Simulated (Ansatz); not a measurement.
Relaxation of a generated trial cell of Al in the beta-Sn structure type; 2 atoms in the cell, which starts as I4₁/amd, origin choice 1 (No. 141), tI4; a = 5.038 Å, b = 5.038 Å, c = 2.749 Å, α = 90.00°, β = 90.00°, γ = 90.00°. These are PBE (plane waves to 420 eV, PAW, scalar-relativistic; Ansatz, a quantum-chemistry and plane-wave program) values and carry that method's errors. Γ-centred k-mesh 13×13×13 on the run's cell (coarser than for final values), Fermi–Dirac smearing 0.05 eV. This is the first round of the run. 

The optimiser's lines from the output (shortened; P is positive under compression):

```
relax step   1: F+E_penalty+E_count = -1074.35510676 eV  Δ(F+E_penalty+E_count) = +0.000e0 eV  max|allowed force component| = 6.505e-19 eV/Å  Δτ_max = 0.0000 Å  P = +7.435 GPa  Ω = 34.876 Å³  (5 SCF iters, dr2 threshold 1.00e-7 eV, accepted)
relax step   2: F+E_penalty+E_count = -1074.44254376 eV  Δ(F+E_penalty+E_count) = -8.744e-2 eV  max|allowed force component| = 4.337e-19 eV/Å  Δτ_max = 0.0000 Å  P = +0.392 GPa  Ω = 38.118 Å³  (5 SCF iters, dr2 threshold 2.00e-7 eV, accepted)
relax step   3: F+E_penalty+E_count = -1074.44509335 eV  Δ(F+E_penalty+E_count) = -2.550e-3 eV  max|allowed force component| = 6.505e-19 eV/Å  Δτ_max = 0.0000 Å  P = +0.035 GPa  Ω = 38.315 Å³  (4 SCF iters, dr2 threshold 2.00e-7 eV, accepted)
relax step   4: F+E_penalty+E_count = -1074.44563194 eV  Δ(F+E_penalty+E_count) = -5.386e-4 eV  max|allowed force component| = 2.168e-19 eV/Å  Δτ_max = 0.0000 Å  P = -0.014 GPa  Ω = 38.342 Å³  (3 SCF iters, dr2 threshold 2.00e-7 eV, accepted)
relax step   5: F+E_penalty+E_count = -1074.44564070 eV  Δ(F+E_penalty+E_count) = -8.757e-6 eV  max|allowed force component| = 4.337e-19 eV/Å  Δτ_max = 0.0000 Å  P = +0.001 GPa  Ω = 38.332 Å³  (3 SCF iters, dr2 threshold 5.59e-9 eV, accepted)
relax step   6: F+E_penalty+E_count = -1074.44681736 eV  Δ(F+E_penalty+E_count) = -1.177e-3 eV  max|allowed force component| = 8.674e-19 eV/Å  Δτ_max = 0.0000 Å  P = +0.046 GPa  Ω = 38.332 Å³  stress off target by 5.23e-2 GPa  SCF on the basis re-selected at this cell (its energy is not comparable with the rows above)  (4 SCF iters)
relax step   7: F+E_penalty+E_count = -1074.44681692 eV  Δ(F+E_penalty+E_count) = +4.421e-7 eV  max|allowed force component| = 1.301e-18 eV/Å  Δτ_max = 0.0000 Å  P = +0.005 GPa  Ω = 38.358 Å³  (3 SCF iters, dr2 threshold 6.83e-9 eV, accepted)
relax step   8: F+E_penalty+E_count = -1074.44682138 eV  Δ(F+E_penalty+E_count) = -4.462e-6 eV  max|allowed force component| = 8.674e-19 eV/Å  Δτ_max = 0.0000 Å  P = +0.005 GPa  Ω = 38.358 Å³  stress off target by 6.32e-3 GPa  SCF on the basis re-selected at this cell (its energy is not comparable with the rows above)  (3 SCF iters)
```

From the first to the last row the energy changes by -0.05 eV/atom and the volume by +10.0 %. The last row is marked as not comparable with the walk above it, whose basis was carried along; it does compare with step 1, since both stand on a basis selected at the nominal cutoff for their own cell.

Later rounds, restarted from the end of this one on a renewed k-mesh, logged 5 more steps and released under 0.01 eV/atom more. The final structure after all rounds: I4₁/amd, origin choice 1 (No. 141), tI4, AFLOW prototype A_tI4_141_a (A5, as in Sn); a = 5.300 Å, b = 5.300 Å, c = 2.732 Å, α = 90.00°, β = 90.00°, γ = 90.00°. Between re-selections the logged energies stand on a plane-wave basis carried along with the cell. No spin polarisation in the result.

The run could not lose the symmetry of its start, so the end can be a saddle point.

All atoms sit on sites fixed by symmetry, so only the cell could relax.

The relaxed structure here is a generated cell of Al: the first start was made by placing the elements on the sites of a structure type, and the end was not matched to a known phase here, so it may be hypothetical. Known forms of Al include space group No. 225.
